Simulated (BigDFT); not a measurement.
BigDFT run on MgS (F-43m, 8 atoms in the cell; from Materials Project mp-13032): self-consistent single point.

All values come from this method and carry its errors: LDA (Teter-Pade), Daubechies wavelet basis, HGH (Krack) norm-conserving potentials made for LDA, periodic boundary conditions (BigDFT 1.9.6).

```yaml
crystal:
  lattice:
    - [5.66624, 0.00000, 0.00000]
    - [0.00000, 5.66624, 0.00000]
    - [0.00000, 0.00000, 5.66624]
  atoms:
    - { symbol: Mg, position: [0.00000, 0.00000, 0.00000] }
    - { symbol: Mg, position: [0.00000, 0.50000, 0.50000] }
    - { symbol: Mg, position: [0.50000, 0.00000, 0.50000] }
    - { symbol: Mg, position: [0.50000, 0.50000, 0.00000] }
    - { symbol: S, position: [0.25000, 0.25000, 0.25000] }
    - { symbol: S, position: [0.25000, 0.75000, 0.75000] }
    - { symbol: S, position: [0.75000, 0.25000, 0.75000] }
    - { symbol: S, position: [0.75000, 0.75000, 0.25000] }
```

Reference input (self-consistent single point, DFT, LDA (Teter-Pade), Daubechies wavelet basis, HGH (Krack) norm-conserving potentials made for LDA, periodic boundary conditions): basis = Daubechies wavelets; dft.hgrids = 0.391 bohr; dft.rmult = 8 8; dft.ixc = 1; potentials = built-in HGH-K LDA; boundary_conditions = periodic; dft.gnrm_cv = 1e-04; dft.itermax = 80; dft.idsx = 6; dft.nrepmax = 3; dft.norbv = 8; dft.nvirt = 4. This run's input differs from it in these lines:

```diff
@@ -13,2 +13,6 @@
   itermax_virt: 40
+kpt:
+  method: mpgrid
+  ngkpt: [2, 1, 1]
+  shiftk: [[0.0, 0.0, 0.0]]
 posinp:
```

Output (repeated stretches shortened):

```
  #------------------------------------------------------------------- Self-Consistent Cycle
 Ground State Optimization:
 - Hamiltonian Optimization: &itrp001
   - Subspace Optimization: &itrep001-01
       Wavefunctions Iterations:
 iter:  1, EKS: -4.47432449712275186E+01, gnrm:  9.27E-02, D:  4.39E-01,
 iter:  2, EKS: -4.49083019889681978E+01, gnrm:  3.00E-02, D: -1.65E-01,
 iter:  3, EKS: -4.49237118516207943E+01, gnrm:  1.47E-02, D: -1.54E-02,
 iter:  4, EKS: -4.49280281720914871E+01, gnrm:  7.22E-03, D: -4.32E-03,
 iter:  5, EKS: -4.49287759593568410E+01, gnrm:  4.39E-03, D: -7.48E-04,
 iter:  6, EKS: -4.49290713570521945E+01, gnrm:  2.25E-03, D: -2.95E-04,
 iter:  7, EKS: -4.49291498729607355E+01, gnrm:  6.89E-04, D: -7.85E-05,
 iter:  8, EKS: -4.49291567284698488E+01, gnrm:  1.56E-04, D: -6.86E-06,
 iter:  9, EKS: -4.49291570200281001E+01, gnrm:  6.69E-05, D: -2.92E-07,
       -  &FINAL001  { #---------------------------------------------------------- iter: 10
 iter:  10, EKS: -4.49291570651233343E+01, gnrm:  6.69E-05, D: -4.51E-08,  #FINAL
        #Eigenvalues and New Occupation Numbers
       Orbitals: [
  # Kpt #0001 BZ coord. =     0.000000    0.000000    0.000000
   [... 13 lines left out ...]
  # Kpt #0002 BZ coord. =     0.293397    0.000000    0.000000
   [... 13 lines left out ...]
 Last Iteration                        : *FINAL001
  #---------------------------------------------------------------------- Forces Calculation
 Total electronic charge               :  31.999999999151
 Stress Tensor calculated              :  Yes
 Stress Tensor:
   Pressure:
     Ha/Bohr^3                         :  5.67550211489316E-05
     GPa                               :  1.66979
     PV (Ha)                           :  6.96764134832949E-02
 Direct and transposed data repartition:
   Process 0:
   [... lines left out ...]
  #-------------------------------- Warnings obtained during the run, check their relevance!
 WARNINGS:
 BigDFT infocode                       :  0
   [... lines left out ...]
 -  {S: [-1.845240347244E-25, -1.845240347244E-25,  0.000000000000E+00]} # 0005
 -  {S: [-1.845240347244E-25,  1.845240347244E-25,  0.000000000000E+00]} # 0006
 -  {S: [ 1.660716312520E-24, -1.845240347244E-25,  0.000000000000E+00]} # 0007
 -  {S: [ 1.845240347244E-25,  1.845240347244E-25,  3.690480694488E-25]} # 0008
 Energy (Hartree)                      : -4.49291570651233343E+01
 Force Norm (Hartree/Bohr)             :  1.77426435273343099E-24
```

The run converged in 10 iterations. BigDFT prints the pressure with tension positive. Against the reference run the free energy falls by 289 meV/atom and the pressure goes from 0.74 to -1.67 GPa.

This run is one point of a test of settings, so its values need not be converged; read them against the reference run alone. The structure comes from a collection of computed structures, made at another level of theory; the collection holds predicted forms beside known ones. With one or two k-points the zone of this small cell is coarsely sampled: energies, forces and stress carry that error and can break the symmetry, so a converged loop does not mean converged values.

These are the values that this program gave, and no reference: the built-in potentials of some of these elements keep semicore shells in the core, which can shift energies, forces and lattice constants.

Cost on one core: around 2.6 core-minutes (rough).
